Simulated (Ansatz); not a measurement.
Pd, buckled honeycomb layer, relaxed and computed with two functionals in Ansatz (plane waves, PAW).

| functional | a (Å) | thickness (Å) |
|---|---|---|
| PBE | 2.695 | 2.35 |
| r²SCAN+D4 | (withheld) | (withheld) |

Question: What belongs in the gaps?

Answer: 
- r²SCAN+D4, a (Å): 2.665
- r²SCAN+D4, thickness (Å): 2.33

Spin orders computed, not proven ground states: Pd, buckled honeycomb layer with r²SCAN+D4 ferromagnetic. Began spin-polarised and lost the moments: Pd, buckled honeycomb layer with PBE. All cells were relaxed under the symmetry of their starts (and spin orders); stability against distortions was not tested throughout. Scalar-relativistic: spin–orbit coupling is off unless named, which matters more the heavier the elements. Constructed layers (a layer type filled with these elements): Pd, buckled honeycomb layer; Pd, buckled honeycomb layer.

Potentials: the later of the program's two PAW sets.

Ansatz (a first-principles code) is a plane-wave DFT program.
